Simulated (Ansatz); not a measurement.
Sr3InN3: Electric field gradients

The cell is a Materials Project structure (computed, not necessarily an observed phase), taken as it stands.

```xyz
14
Lattice="7.8489 0.0000 0.0000 -3.9245 6.7974 0.0000 0.0000 0.0000 5.4810" Properties=species:S:1:pos:R:3 pbc="T T T"
Sr    4.7474    4.4270    1.3702
Sr    5.3847    0.4725    1.3702
Sr    1.6413    1.8979    1.3702
Sr   -0.8229    2.3703    4.1107
Sr   -1.4602    6.3249    4.1107
Sr    2.2832    4.8995    4.1107
In    3.9245    2.2658    4.1107
In    0.0000    4.5316    1.3702
N     4.8130    4.2124    4.1107
N     5.1660    0.5230    4.1107
N     1.7944    2.0620    4.1107
N    -0.8886    2.5850    1.3702
N    -1.2415    6.2744    1.3702
N     2.1301    4.7354    1.3702
```

Atom numbers follow the list; atoms alike are taken as one site, whose name carries the number of the first.

Computed with Ansatz: DFT, r2SCAN, plane waves and PAW, scalar-relativistic, 500 eV cutoff, Γ-centred 4×4×5 k-points, Fermi–Dirac smearing 0.02 eV.

C_Q = eQV_zz/h, which is 24.18 MHz for Q = 1 b and V_zz = 10²¹ V/m²; η = (V_xx − V_yy)/V_zz. Directions are in the Cartesian axes of the cell vectors above, for the atom listed; none is given where the gradient is under 0.02 or η is above 0.95.

(1) Give the quadrupolar parameters of the distinct sites.

## Answers

(1) 

```json
{"site": "Sr", "first atom": "1", "first shell": "5 N at 2.62–2.88 Å", "V_zz (10²¹ V/m²)": "9.60", "η": "0.05", "direction of V_zz (x, y, z)": "-0.04 1.00 0.00"}
{"site": "In", "first atom": "7", "first shell": "3 N at 2.14 Å", "V_zz (10²¹ V/m²)": "29.4", "η": "0.00", "direction of V_zz (x, y, z)": "0.00 0.00 1.00"}
{"site": "N", "first atom": "9", "first shell": "1 In at 2.14 Å; also 5 Sr at 2.62–2.88 Å", "V_zz (10²¹ V/m²)": "4.87", "η": "0.28", "direction of V_zz (x, y, z)": "0.34 0.94 0.00"}
```

An axis of threefold or higher order runs through In, so V_zz lies along it and η is zero. At N V_zz points along its bond to In (within 5°).

Without spin–orbit coupling (the program notes it for In and Sr) the gradients can shift somewhat, as the gap is small.

The run took 55 s of wall time (55 s of CPU time) and 1.3 GiB at its peak, on 1 thread of Intel Xeon Platinum 8488C (Sapphire Rapids) (x86_64; 2 cores open to the job, memory cap 2.5 GiB, no GPU), a shared host with a load of 0.6 a core.
